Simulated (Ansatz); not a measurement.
Total density of states per atom from DFT-LDA in the program Ansatz with PAW potentials, in 0.25 eV bins, energy from the valence-band maximum:

```csv
E (eV),states/eV/atom
-6.90,0.00
-6.65,2.86
-6.40,1.81
-6.15,0.79
-5.90,1.90
-5.65,2.93
-5.40,2.25
-5.15,4.75
-4.90,1.83
-4.65,0.86
-4.40,0.42
-4.15,0.36
-3.90,0.49
-3.65,0.57
-3.40,0.64
-3.15,0.65
-2.90,0.76
-2.65,0.64
-2.40,0.59
-2.15,0.77
-1.90,0.68
-1.65,0.76
-1.40,0.97
-1.15,1.53
-0.90,1.35
-0.65,0.32
-0.40,0.28
-0.15,0.24
0.10,0.00
0.35,0.00
0.60,0.00
0.85,0.00
1.10,0.01
1.35,0.01
1.60,0.02
1.85,0.03
2.10,0.04
2.35,0.05
2.60,0.06
2.85,0.07
3.10,0.09
3.35,0.11
3.60,0.13
3.85,0.16
4.10,0.28
4.35,0.80
4.60,0.63
4.85,0.59
5.10,0.36
5.35,0.23
5.60,0.16
```

### Question
Which compound is it?
A. BaO, rock salt
B. AlCr2C, P6_3/mmc (Al on 2d, Cr on 4f, C on 2a)
C. SnO, Pmn2_1 (Sn on 2a, O on 2a)
D. ZnO, P6_3/mmc (Zn on 2b, O on 2c)

### Answer
D, ZnO, P6_3/mmc (Zn on 2b, O on 2c). Top 1 eV of the valence band: O 2p 76 %, Zn 3d 21 %. Bottom 1 eV of the conduction band: Zn 4s 52 %, O 2s 21 %, O 2p 19 %, Zn 3d 6 %. Projections are on Löwdin-orthogonalised atomic valence shells; empty p or d shells of many metals are not among them.

The first step of the workflow began from a Materials Project structure, measured or hypothetical; the Crystallography Open Database copy checked does not list it. It is not the phase usual at ambient conditions (space group No. 186). Symmetry was held in the LDA relaxation; phonons show weakly imaginary modes. A crystal of weakly bound layers computed without a dispersion correction: the cell and the soft elastic constants depend strongly on that.

Potentials: the later of the program's two PAW sets.
